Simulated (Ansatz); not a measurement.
Geometry optimisation in Ansatz: input, command and trajectory.

```yaml
crystal:
  lattice:
    - [-4.75260308, 4.75260308, 0.0]
    - [-4.75260308, 0.0, 4.75260308]
    - [0.0, 4.75260308, 4.75260308]
  atoms:
    - { symbol: O, position: [0.8710192447, 0.8765392687, 0.3777419455] }
    - { symbol: O, position: [0.3732745499, 0.8709885809, 0.3774246596] }
    - { symbol: O, position: [0.8635432447, 0.3793869268, 0.3738317164] }
    - { symbol: O, position: [0.8670926727, 0.8830143029, 0.8754615125] }
    - { symbol: O, position: [0.3799797923, 0.370599102, 0.3768571212] }
    - { symbol: O, position: [0.3745440131, 0.8700415991, 0.8768379079] }
    - { symbol: O, position: [0.8744213073, 0.376517811, 0.8780604014] }
    - { symbol: O, position: [0.3773737225, 0.3724470365, 0.8759883644] }
    - { symbol: O, position: [0.626847318, 0.6248364598, 0.1197358525] }
    - { symbol: O, position: [0.1259825453, 0.6207785025, 0.1292543339] }
    - { symbol: O, position: [0.6142714469, 0.1274251133, 0.134618598] }
    - { symbol: O, position: [0.6234735825, 0.6217136921, 0.6262538232] }
    - { symbol: O, position: [0.1249441836, 0.1310091771, 0.1245440549] }
    - { symbol: O, position: [0.1268241737, 0.6252433989, 0.6239278539] }
    - { symbol: O, position: [0.6345198394, 0.1200360523, 0.6215610413] }
    - { symbol: O, position: [0.1233712397, 0.1286077393, 0.623966972] }
    - { symbol: Al, position: [0.9997508834, 0.0016047952, 0.5051636644] }
    - { symbol: Sn, position: [0.9941722044, 0.5100001791, 0.9939726973] }
    - { symbol: Sn, position: [0.497007894, 0.9977294207, 0.5063288044] }
    - { symbol: Ta, position: [0.9993389224, 0.0014638103, 0.9981657573] }
    - { symbol: Ta, position: [0.498460288, 0.4950800445, 0.0013024894] }
    - { symbol: Ta, position: [0.4951050834, 0.5081388775, 0.4981819239] }
    - { symbol: Bi, position: [0.4987400138, 0.9992172627, 0.9944040756] }
    - { symbol: Bi, position: [0.9997234851, 0.5002780018, 0.5039885547] }
  symmetry: { detect: false }
basis:
  ecutwfc: 420
kpoints:
  mp_grid: { grid: [2, 2, 2], shift: [0.5, 0.5, 0.5] }
hamiltonian:
  xc: pbe
scf:
  occupations: { method: gaussian, width: 0.1 }
  lower_state_search: "off"
output:
  forces: true
  stress: true
  eigenvalues: true
relax:
  adjacent_minimum: "off"
  f_tol: 0.04
  max_steps: 50
  cell: { stress_tol: 0.3 }
```

```bash
ansatz run input.yaml --threads 4 --pin off --max-ram 9216MiB --backend cpu --events-out ev --progress --plain --runs-dir out
```

Method: Ansatz, DFT PBE, scalar-relativistic, plane waves, PAW.

Of 30 frames 8 are shown, positions in Å and forces in eV/Å; the SCF threshold varies from step to step. Steps run on the plane waves of an earlier cell, with a Pulay correction in the pressure. The basis is chosen afresh for the last frame, the zero of the energies, and at times for earlier ones too; energy and pressure step there, also at an unchanged geometry. Here that happened at steps 18 (-87 meV/atom, 8.1 GPa), 28 (-5 meV/atom, 0.2 GPa); the frames before carry an error of that size.

```xyz
24
Lattice="-4.7526 4.7526 0.0000 -4.7526 0.0000 4.7526 0.0000 4.7526 4.7526" Properties=species:S:1:pos:R:3:forces:R:3 pbc="T T T" step=1 free_energy_over_end_meV_per_atom=904.99 pressure_GPa=78.38
O    -8.3055    5.9349    5.9611   -2.8579   -0.8688    0.5714
O    -5.9135    3.5678    5.9332    1.8492    0.2164    1.2910
O    -5.9072    5.8808    3.5797    1.4837    0.0110   -0.9810
O    -8.3176    8.2817    8.3573   -3.1467    1.8151   -1.5746
O    -3.5672    3.5969    3.5524   -1.8732    0.4618   -0.3557
O    -5.9150    5.9473    8.3022    2.0457   -1.2431   -0.6301
O    -5.9452    8.3288    5.9625    2.2958    0.5844    0.6799
O    -3.5636    5.9567    5.9333   -1.8991   -1.4652    1.0307
O    -5.9488    3.5482    3.5387    2.2243    0.2611   -0.4961
O    -3.5491    1.2130    3.5646   -2.0153   -1.3919   -1.2543
O    -3.5250    3.5592    1.2454   -1.8958    0.6341   -0.2709
O    -5.9179    5.9395    5.9311    1.7333   -0.5893    1.5881
O    -1.2164    1.1857    1.2145    2.8621   -0.8482    0.7244
O    -3.5743    3.5680    5.9368   -2.3795    0.6691    1.9251
O    -3.5861    5.9697    3.5245   -1.9065   -0.8982   -0.5570
O    -1.1976    3.5518    3.5767    3.0791    0.9788   -1.7589
Al   -4.7590    7.1523    2.4085   -0.1398   -0.7956   -0.1595
Sn   -7.1487    9.4489    7.1478    0.1903    1.8570    0.0215
Sn   -7.1039    4.7685    7.1482   -0.5521   -0.0828   -0.5607
Ta   -4.7564    9.4933    4.7508    0.6088    0.4674    1.1882
Ta   -4.7219    2.3752    2.3591    0.1018    0.3929    0.0630
Ta   -4.7680    4.7207    4.7826    0.1431    0.8479   -1.2388
Bi   -7.1192    7.0963    9.4749    0.0099    0.3205    1.4981
Bi   -7.1289    7.1465    4.7729    0.0386   -1.3346   -0.7435
24
Lattice="-5.3828 5.2519 -0.0503 -5.3843 -0.0518 5.0900 0.0408 5.2425 5.0791" Properties=species:S:1:pos:R:3:forces:R:3 pbc="T T T" step=5 free_energy_over_end_meV_per_atom=315.57 pressure_GPa=-10.59
O    -9.4312    6.2061    6.0758    0.2592   -0.1228   -0.0518
O    -6.6550    4.1756    6.1284   -0.5500    0.2747   -0.2339
O    -6.6836    6.1731    4.0068   -0.0408   -0.2143    0.2704
O    -9.4373    9.5410    9.0890    0.7490   -0.3347    0.2094
O    -4.2498    4.0472    3.9703    0.1597    1.4022    0.4241
O    -6.3704    6.3495    9.0751   -1.2041   -0.4758    0.0740
O    -6.4661    9.2534    6.1568   -0.0914    1.3882   -0.7862
O    -4.2855    6.3949    6.1632    0.6450   -0.7560   -0.6303
O    -6.6358    3.6564    3.5383   -0.9488    0.2474   -0.2697
O    -4.1273    1.5625    3.5476    1.6825   -0.6512   -0.6785
O    -4.1354    3.7075    1.4829    1.1678    0.5764    0.4689
O    -6.6118    6.7652    6.5431   -1.1067   -0.9407    0.9262
O    -1.2346    1.2756    1.5702   -0.0254    1.1033    0.2204
O    -4.1087    3.8513    6.6497   -0.0059   -0.6272    0.3241
O    -4.0841    6.6316    3.4466   -0.0436    0.7072    0.1978
O    -1.1899    3.8374    3.5109   -0.1646   -0.6673   -0.1997
Al   -5.3339    7.8505    2.5573    0.1335    0.2357   -0.3737
Sn   -8.0379   10.4918    7.5976   -0.1357   -0.5836    0.5847
Sn   -8.0404    5.2034    7.5824    0.0284    0.0274   -0.4579
Ta   -5.3406   10.5221    5.0903   -0.2407   -0.9291    0.2552
Ta   -5.3643    2.5915    2.5014   -0.6232    0.1978    0.1134
Ta   -5.4013    5.1928    5.0874    0.2402   -0.0015   -0.1964
Bi   -8.0360    7.7789   10.1719    0.0657    0.1971   -0.4592
Bi   -8.0509    7.8991    5.0180    0.0501   -0.0533    0.2685
24
Lattice="-4.9264 5.0843 -0.0115 -5.0370 -0.1222 5.3313 0.1240 5.1968 5.3331" Properties=species:S:1:pos:R:3:forces:R:3 pbc="T T T" step=9 free_energy_over_end_meV_per_atom=185.42 pressure_GPa=0.42
O    -8.6997    6.0916    6.3688   -0.0366    0.2025    0.0335
O    -6.2033    3.9454    6.3843    0.1191   -0.0939   -0.0023
O    -6.1637    5.8775    4.3322    0.0644   -0.1733    0.0932
O    -8.5663    9.3532    9.6723   -0.1182    0.2592    0.0573
O    -3.7473    4.2220    4.3052    0.1513   -0.1046   -0.1784
O    -6.0373    5.9553    9.6291   -0.0887    0.0580   -0.1986
O    -5.9909    9.0657    6.4241    0.0640   -0.1816    0.0794
O    -3.7600    6.3039    6.4052   -0.1198    0.1858    0.1412
O    -6.2114    3.4229    3.5761    0.0641   -0.1083   -0.2947
O    -3.6983    1.5306    3.5433    0.0282    0.0253   -0.1325
O    -3.7504    3.7475    1.6979   -0.0748    0.0511    0.2361
O    -6.1142    6.3932    7.0319    0.0836   -0.0021    0.1819
O    -1.1332    1.2855    1.7417    0.0141   -0.1797    0.0592
O    -3.7869    3.7844    7.0669    0.0057    0.1993    0.0913
O    -3.6087    6.7283    3.5242    0.1110   -0.1059   -0.1285
O    -1.1592    3.5580    3.5438   -0.1267    0.0693   -0.0510
Al   -4.8512    7.6805    2.5505   -0.0823   -0.0362   -0.2040
Sn   -7.3046   10.2019    8.0407    0.0805   -0.0397    0.4186
Sn   -7.4421    5.0072    8.0496    0.0669   -0.0399    0.2840
Ta   -4.7882   10.2884    5.5262    0.2143   -0.2222    0.0476
Ta   -4.9759    2.4522    2.5191   -0.1606    0.1263   -0.0206
Ta   -4.9346    5.0571    5.5295   -0.4275    0.0491    0.0756
Bi   -7.3881    7.5734   10.5937    0.0481    0.1679   -0.2976
Bi   -7.3695    7.6528    5.2520    0.1198   -0.1062   -0.2908
24
Lattice="-4.8921 5.0633 0.0083 -5.0501 -0.1497 5.5157 0.1488 5.2204 5.5149" Properties=species:S:1:pos:R:3:forces:R:3 pbc="T T T" step=13 free_energy_over_end_meV_per_atom=113.62 pressure_GPa=0.04
O    -9.0469    6.5969    6.4494    0.0824   -0.3266   -0.1233
O    -5.8428    3.4219    6.4964   -0.0344    0.2960   -0.1989
O    -6.1851    5.6054    4.6920    0.0436    0.0607   -0.0738
O    -8.4697    9.5817   10.2219   -0.0594   -0.0844   -0.0501
O    -3.5875    4.3527    4.6759   -0.1034   -0.0572    0.0423
O    -6.1807    5.7634   10.1672    0.1288    0.0341    0.0835
O    -5.6961    8.7318    6.4421   -0.1381    0.1851   -0.2106
O    -3.9941    6.6629    6.3880    0.1233   -0.3032   -0.2135
O    -6.2787    3.2417    3.5029    0.0109    0.0277    0.1077
O    -3.6389    1.6564    3.4745    0.0328   -0.0297    0.1057
O    -3.7166    4.0665    1.9304   -0.1003   -0.0640   -0.0267
O    -6.0701    6.0603    7.4434    0.1036    0.0493   -0.0463
O    -1.1974    0.9576    1.9275    0.0731    0.0276   -0.0212
O    -3.6978    4.1194    7.4523   -0.0640   -0.0325   -0.0109
O    -3.5249    6.8391    3.4689   -0.0463    0.0451   -0.0306
O    -1.1850    3.4189    3.5030    0.0335   -0.0304   -0.0401
Al   -4.8173    7.6659    2.3542   -0.0162   -0.0561    0.5076
Sn   -7.2499   10.1960    8.5884   -0.0295    0.0673    0.0047
Sn   -7.4050    4.9716    8.6344   -0.0631    0.0435   -0.0317
Ta   -4.7352   10.3725    5.9448    0.0054    0.0937    0.1228
Ta   -4.9669    2.4488    2.3791   -0.0008    0.0057    0.2186
Ta   -4.8885    4.9614    5.9459    0.0295    0.0346    0.1436
Bi   -7.4108    7.5979   10.7910   -0.1072   -0.0676   -0.1254
Bi   -7.2540    7.5700    5.2910    0.0959    0.0816   -0.1326
24
Lattice="-4.8931 5.0679 -0.0015 -5.0431 -0.1515 5.5081 0.1489 5.2153 5.5055" Properties=species:S:1:pos:R:3:forces:R:3 pbc="T T T" step=18 free_energy_over_end_meV_per_atom=24.99 pressure_GPa=8.15
O    -8.9952    6.5567    6.4577    0.0114   -0.0140   -0.0371
O    -5.8247    3.4148    6.4621   -0.0107    0.0147   -0.0389
O    -6.1824    5.6322    4.6747    0.0051    0.0058    0.0255
O    -8.4927    9.5597   10.1731   -0.0049   -0.0050    0.0242
O    -3.6109    4.3480    4.6423   -0.0092   -0.0004    0.0220
O    -6.1736    5.7747   10.1543    0.0089    0.0022    0.0211
O    -5.6860    8.7256    6.4042   -0.0056    0.0054   -0.0343
O    -3.9416    6.6180    6.4023    0.0144   -0.0058   -0.0304
O    -6.2687    3.2607    3.4937   -0.0021   -0.0148    0.0301
O    -3.6547    1.6496    3.4933    0.0137    0.0253    0.0232
O    -3.7160    4.0550    1.9133   -0.0082   -0.0190   -0.0161
O    -6.0574    6.0683    7.4258    0.0002    0.0127   -0.0146
O    -1.1789    0.9605    1.9368   -0.0170    0.0175    0.0071
O    -3.6956    4.1009    7.4362    0.0108   -0.0176    0.0091
O    -3.5383    6.8445    3.4730    0.0152    0.0045    0.0388
O    -1.1964    3.4297    3.4789   -0.0171    0.0025    0.0376
Al   -4.8216    7.6624    2.3613    0.0039    0.0033    0.0291
Sn   -7.2584   10.2048    8.5635   -0.0011    0.0026   -0.0359
Sn   -7.4105    4.9847    8.6092    0.0000    0.0008   -0.0137
Ta   -4.7375   10.3768    5.9246    0.0117   -0.0203   -0.0083
Ta   -4.9619    2.4542    2.3809   -0.0054   -0.0053    0.0119
Ta   -4.8904    4.9623    5.9313   -0.0095    0.0158   -0.0102
Bi   -7.4235    7.5992   10.7623   -0.0089    0.0078   -0.0216
Bi   -7.2524    7.5953    5.2608    0.0046   -0.0188   -0.0187
24
Lattice="-4.8095 5.1553 0.0122 -4.9932 -0.1715 5.7630 0.1661 5.3336 5.7576" Properties=species:S:1:pos:R:3:forces:R:3 pbc="T T T" step=22 free_energy_over_end_meV_per_atom=5.76 pressure_GPa=0.01
O    -8.8697    6.6566    6.7441    0.0207    0.0302    0.0162
O    -5.7381    3.4692    6.7709   -0.0197   -0.0581    0.0123
O    -6.0860    5.6882    4.9652    0.0103    0.0183    0.0118
O    -8.3685    9.7700   10.6995    0.0004   -0.0160    0.0119
O    -3.5329    4.4750    4.9368   -0.0094    0.0037   -0.0105
O    -6.1109    5.8304   10.6967   -0.0028   -0.0112   -0.0151
O    -5.6085    8.8980    6.6914   -0.0058   -0.0191   -0.0293
O    -3.9034    6.8113    6.6321    0.0449    0.0145    0.0101
O    -6.1704    3.2930    3.5991    0.0008   -0.0086    0.0185
O    -3.6042    1.6952    3.5877    0.0042    0.0043    0.0058
O    -3.6794    4.1530    2.0493    0.0358    0.0265    0.0194
O    -5.9359    6.1538    7.8259   -0.0212   -0.0276    0.0298
O    -1.1322    0.9517    2.0793    0.0400    0.0626   -0.0157
O    -3.6150    4.2898    7.8102   -0.0059    0.0285   -0.0469
O    -3.4602    6.9866    3.5835    0.0278   -0.0508   -0.0024
O    -1.1789    3.4750    3.6050   -0.0314    0.0243    0.0060
Al   -4.7946    7.7293    2.4304   -0.0852   -0.0723    0.0284
Sn   -7.1062   10.4144    9.0348   -0.0068    0.0010   -0.0360
Sn   -7.3087    5.0540    9.0517    0.0184    0.0278   -0.0096
Ta   -4.6280   10.5722    6.2564   -0.0346    0.0039    0.0012
Ta   -4.8933    2.4875    2.4222   -0.0602   -0.0155   -0.0116
Ta   -4.7957    5.0472    6.2932    0.0269   -0.0087    0.0150
Bi   -7.3263    7.7226   11.1466   -0.0066    0.0142   -0.0125
Bi   -7.1305    7.7335    5.4371    0.0596    0.0282    0.0034
24
Lattice="-4.8049 5.1589 0.0321 -5.0154 -0.1783 5.7705 0.1628 5.3538 5.7550" Properties=species:S:1:pos:R:3:forces:R:3 pbc="T T T" step=26 free_energy_over_end_meV_per_atom=5.36 pressure_GPa=-0.04
O    -8.8924    6.6497    6.7661    0.0226    0.0230    0.0032
O    -5.7387    3.4706    6.8045    0.0182    0.0229   -0.0159
O    -6.0987    5.7015    4.9945    0.0085    0.0244   -0.0001
O    -8.3897    9.7803   10.7126    0.0080   -0.0067   -0.0103
O    -3.5486    4.4861    4.9402    0.0066   -0.0106   -0.0160
O    -6.1427    5.8330   10.7026    0.0011   -0.0092   -0.0039
O    -5.6246    8.9352    6.7159    0.0328   -0.0116    0.0149
O    -3.9384    6.8560    6.6177    0.0011   -0.0179    0.0070
O    -6.1770    3.2906    3.6216    0.0073   -0.0001   -0.0177
O    -3.6086    1.7005    3.5952    0.0042    0.0106   -0.0036
O    -3.6794    4.1617    2.0603   -0.0082   -0.0056   -0.0012
O    -5.9443    6.1608    7.8550    0.0159    0.0132   -0.0096
O    -1.1360    0.9640    2.0816   -0.0108   -0.0138   -0.0255
O    -3.5773    4.3675    7.7910    0.0310    0.0378   -0.0267
O    -3.4631    6.9965    3.5874   -0.0035   -0.0158   -0.0242
O    -1.1913    3.4693    3.6169   -0.0030   -0.0060    0.0063
Al   -4.8517    7.6736    2.4545   -0.0452   -0.0094    0.0363
Sn   -7.0910   10.4506    9.0682    0.0008   -0.0064    0.0734
Sn   -7.3312    5.0511    9.0633    0.0039    0.0101    0.0147
Ta   -4.6152   10.5898    6.2640   -0.0189   -0.0679   -0.0304
Ta   -4.9086    2.4783    2.4327   -0.0577    0.0189   -0.0196
Ta   -4.7840    5.0470    6.3242   -0.0463   -0.0090    0.0182
Bi   -7.3555    7.7274   11.1449    0.0014    0.0328    0.0207
Bi   -7.1354    7.7473    5.4696    0.0303   -0.0036    0.0100
24
Lattice="-4.7800 5.1669 0.0475 -5.0155 -0.1880 5.7860 0.1697 5.3841 5.7676" Properties=species:S:1:pos:R:3:forces:R:3 pbc="T T T" step=30 free_energy_over_end_meV_per_atom=0.00 pressure_GPa=-0.05
O    -8.8754    6.6446    6.7928   -0.0059   -0.0049    0.0098
O    -5.7105    3.4845    6.8427    0.0063    0.0026    0.0029
O    -6.0785    5.7314    5.0273    0.0128   -0.0081    0.0113
O    -8.3586    9.8006   10.7455   -0.0208    0.0150    0.0216
O    -3.5452    4.5020    4.9521   -0.0090    0.0181    0.0111
O    -6.1372    5.8393   10.7281    0.0144   -0.0223    0.0134
O    -5.5986    8.9694    6.7439    0.0149    0.0088    0.0003
O    -3.9323    6.8968    6.6239   -0.0049   -0.0057   -0.0006
O    -6.1569    3.2930    3.6405   -0.0052    0.0024   -0.0002
O    -3.6000    1.7096    3.6085    0.0084   -0.0065    0.0032
O    -3.6597    4.1698    2.0719   -0.0157    0.0068   -0.0113
O    -5.9219    6.1816    7.8906    0.0055   -0.0053   -0.0034
O    -1.1418    0.9598    2.0838    0.0011    0.0055   -0.0087
O    -3.5239    4.4400    7.7936    0.0025    0.0040   -0.0012
O    -3.4448    7.0206    3.5978    0.0033   -0.0117   -0.0234
O    -1.1897    3.4697    3.6336   -0.0046    0.0115   -0.0099
Al   -4.8589    7.6594    2.4789    0.0025   -0.0086   -0.0132
Sn   -7.0458   10.4972    9.1312    0.0152   -0.0043   -0.0074
Sn   -7.3195    5.0532    9.0962   -0.0080    0.0053   -0.0062
Ta   -4.5780   10.6165    6.2919    0.0023    0.0088   -0.0191
Ta   -4.9059    2.4710    2.4385   -0.0046   -0.0077    0.0112
Ta   -4.7537    5.0612    6.3645   -0.0065   -0.0010   -0.0104
Bi   -7.3378    7.7409   11.1690   -0.0073    0.0039    0.0176
Bi   -7.1129    7.7664    5.5016    0.0032   -0.0066    0.0127
```

The cell swells from 8.9 to 12.8 Å³ an atom. At the end the space group is P1 (tolerance 0.05 Å).

The run took 2.7 min on 4 threads of Intel(R) Xeon(R) Platinum 8259CL CPU @ 2.50GHz (Skylake/Cascade Lake), with other jobs on the host, peak memory 1.1 GiB.

The k mesh is coarse. Spin–orbit coupling is left out, which can shift energies with elements as heavy as these.